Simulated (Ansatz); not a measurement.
VN (rock salt)

```
VN
1.0
    0.00000     2.03683     2.03683
    2.03683     0.00000     2.03683
    2.03683     2.03683     0.00000
N V
1 1
Direct
  0.00000   0.00000   0.00000
  0.50000   0.50000   0.50000
```

The slice is a {100} plane (indices of the conventional cell) through the point (0.500, 0.500, 0.500) (fractional), spanned by u = [100] and v = [0 1 -1] in vectors of this cell: u (2.88 Å) and v (2.88 Å, at 90° to u). It covers one period; positions are fractions (u, v).

Level of theory: PBEsol (plane waves to 420 eV, PAW, scalar-relativistic; Ansatz, an electronic-structure program). k mesh 20×20×20. These are valence fields of a PAW run, semicore shells included where kept as valence: close to a nucleus they are smooth pseudo fields. The PAW data are Ansatz's earlier set. VN is run without spin polarisation. VN was relaxed with its symmetry unable to fall.

Three fields on this plane, each scaled to ten steps between its own extremes (0 low, 9 high; the total valence density on a logarithmic scale, the potential cut 8 eV below its top; x marks points blanked near nuclei; v = 0 in the bottom row):

Map A
```
|xxxxxxxx631000136xxxxxxx|
|xxxxxxxx532212235xxxxxxx|
|xxxxxxx96444444469xxxxxx|
|xxxxxxx87667776678xxxxxx|
|xxxxxx9889xxxxx9889xxxxx|
|xxxxx999xxxxxxxxx999xxxx|
|xxx9889xxxxxxxxxxx9889xx|
|666678xxxxxxxxxxxxx87666|
|233469xxxxxxxxxxxxx96433|
|01247xxxxxxxxxxxxxxx7421|
|00247xxxxxxxxxxxxxxx7420|
|00147xxxxxxxxxxxxxxx7410|
|00247xxxxxxxxxxxxxxx7420|
|01247xxxxxxxxxxxxxxx7421|
|233469xxxxxxxxxxxxx96433|
|666678xxxxxxxxxxxxx87666|
|xxx9889xxxxxxxxxxx9889xx|
|xxxxx999xxxxxxxxx999xxxx|
|xxxxxx9889xxxxx9889xxxxx|
|xxxxxxx87667776678xxxxxx|
|xxxxxxx96444444469xxxxxx|
|xxxxxxxx532212235xxxxxxx|
|xxxxxxxx631000136xxxxxxx|
|xxxxxxxx620000026xxxxxxx|
```

Map B
```
|xxxxxxxx047999740xxxxxxx|
|xxxxxxxx057999750xxxxxxx|
|xxxxxxx01689998610xxxxxx|
|xxxxxxx03678987630xxxxxx|
|xxxxxx0146xxxxx6410xxxxx|
|xxxxx003xxxxxxxxx300xxxx|
|xxx0013xxxxxxxxxxx3100xx|
|000134xxxxxxxxxxxxx43100|
|445666xxxxxxxxxxxxx66654|
|77888xxxxxxxxxxxxxxx8887|
|99999xxxxxxxxxxxxxxx9999|
|99999xxxxxxxxxxxxxxx9999|
|99999xxxxxxxxxxxxxxx9999|
|77888xxxxxxxxxxxxxxx8887|
|445666xxxxxxxxxxxxx66654|
|000134xxxxxxxxxxxxx43100|
|xxx0013xxxxxxxxxxx3100xx|
|xxxxx003xxxxxxxxx300xxxx|
|xxxxxx0146xxxxx6410xxxxx|
|xxxxxxx03678987630xxxxxx|
|xxxxxxx01689998610xxxxxx|
|xxxxxxxx057999750xxxxxxx|
|xxxxxxxx047999740xxxxxxx|
|xxxxxxxx047999740xxxxxxx|
```

Map C
```
|xxxxxxxx000121000xxxxxxx|
|xxxxxxxx001333100xxxxxxx|
|xxxxxxx00135653100xxxxxx|
|xxxxxxx01479997410xxxxxx|
|xxxxxx0158xxxxx8510xxxxx|
|xxxxx015xxxxxxxxx510xxxx|
|xxx0015xxxxxxxxxxx5100xx|
|000015xxxxxxxxxxxxx51000|
|000148xxxxxxxxxxxxx84100|
|00137xxxxxxxxxxxxxxx7310|
|11359xxxxxxxxxxxxxxx9531|
|12369xxxxxxxxxxxxxxx9632|
|11359xxxxxxxxxxxxxxx9531|
|00137xxxxxxxxxxxxxxx7310|
|000148xxxxxxxxxxxxx84100|
|000015xxxxxxxxxxxxx51000|
|xxx0015xxxxxxxxxxx5100xx|
|xxxxx015xxxxxxxxx510xxxx|
|xxxxxx0158xxxxx8510xxxxx|
|xxxxxxx01479997410xxxxxx|
|xxxxxxx00135653100xxxxxx|
|xxxxxxxx001333100xxxxxxx|
|xxxxxxxx000121000xxxxxxx|
|xxxxxxxx000111000xxxxxxx|
```

### Question
Assign the maps to these fields: electron localisation function (ELF); valence electron density; electrostatic potential energy of an electron, from the cell's mean.

### Answer
A is the valence electron density; B is the electrostatic potential energy of an electron, from the cell's mean; C is the electron localisation function (ELF).
